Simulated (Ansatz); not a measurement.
**Data sheet: Os (DFT)**

Os:
Space group Fd-3m, origin choice 1 (No. 227); a = 5.517 Å, b = 5.517 Å, c = 5.517 Å, α = 90.00°, β = 90.00°, γ = 90.00°

```csv
atom,site,symmetry,x,y,z
Os,8b,-43m,0.5000,0.5000,0.5000
```
(The calculation used a cell of 2 atoms; values per cell refer to that cell.)

Space group Fd-3m (No. 227), diamond; conventional cell a = 5.517 Å, b = 5.517 Å, c = 5.517 Å, α = 90.00°, β = 90.00°, γ = 90.00°.

Method: the program Ansatz at the r²SCAN level (PAW). The cell and atoms are relaxed at this level. Other levels are named where they apply.

Cell and energy:

```
Property               Value
---------------  -----------
Volume per atom     20.99 Å³
Density          15.05 g/cm³
```

Electronic structure:

```
Item                                                                        Result
------------------------------------  --------------------------------------------
Electronic character                                             metallic (no gap)
Density of states at the Fermi level  0.74 states/eV per atom (mean over ±0.08 eV)
Gap with spin–orbit coupling                                       none (metallic)
```

Mechanics:

```
Item                                                                           Value
--------------------------------------------  --------------------------------------
Bulk modulus (Birch–Murnaghan fit)                                           222 GPa
Pressure derivative B′                                                           4.5
Elastic constants (relaxed ions, GPa)               C11 = 232, C12 = 217, C44 = 11.0
Mechanical stability                          stable (all eigenvalues of C positive)
Hill bulk and shear moduli                                           222 and 9.3 GPa
Young's modulus                                                             27.4 GPa
Poisson's ratio                                                                 0.48
Debye temperature from the elastic constants                                  96.8 K
```

The start of the workflow was typed in or built on a structure type; neither database checked (COD, Materials Project) lists it. It is not the phase usual at ambient conditions (space group No. 194). Symmetry was held in the r²SCAN relaxation; whether a distortion lowers the energy is not shown. No spin polarisation was allowed. As this level gives no gap, shear constants depend on the k-mesh and smearing (Fermi–Dirac, 0.1 eV here). Spin–orbit coupling is left out wherever it is not named.

Potentials: the later of the program's two PAW sets.
